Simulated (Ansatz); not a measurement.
ZrSi:
```cif
data_Si4Zr4
_chemical_formula_sum 'Si4 Zr4'
_space_group_name_H-M_alt 'Fm-3m'
_space_group_IT_number 225
_space_group_name_Hall '-F 4 2 3'
_cell_length_a 5.39658
_cell_length_b 5.39658
_cell_length_c 5.39658
_cell_angle_alpha 90.000
_cell_angle_beta 90.000
_cell_angle_gamma 90.000
loop_
_atom_site_label
_atom_site_type_symbol
_atom_site_symmetry_multiplicity
_atom_site_Wyckoff_symbol
_atom_site_fract_x
_atom_site_fract_y
_atom_site_fract_z
_atom_site_occupancy
Si1 Si 4 a 0.00000 0.00000 0.00000 1
Zr1 Zr 4 b 0.50000 0.50000 0.50000 1
```
(The calculation used a cell of 2 atoms; values per cell refer to that cell.)

This is the PBE-relaxed structure.

Task: All from plane-wave PAW PBE (Ansatz code), unless another level is named. Predict the bulk modulus (Birch–Murnaghan fit).

Result: 113 GPa.

Task: And the highest zone-centre frequency?

Result: 348 cm^-1.

Task: And the elastic constants (relaxed ions, GPa)?

Result: C11 = 262, C12 = 38.8, C44 = 20.4.

A made-up cell: these elements were put on the sites of a structure type; neither database checked (COD, Materials Project) lists it. COD files the formula under space group No. 62, 63, so this cell is another polymorph or a model. Its standing as an ambient phase is unchecked. Symmetry was held in the PBE relaxation; of distortions, only those at the zone centre were tested. No spin polarisation was allowed. As this level gives no gap, shear constants depend on the k-mesh and smearing (Fermi–Dirac, 0.1 eV here). As this level gives no gap, phonon frequencies hold no LO–TO term and depend on the k-mesh and smearing (Fermi–Dirac, 0.1 eV here).

Potentials: the later of the program's two PAW sets.
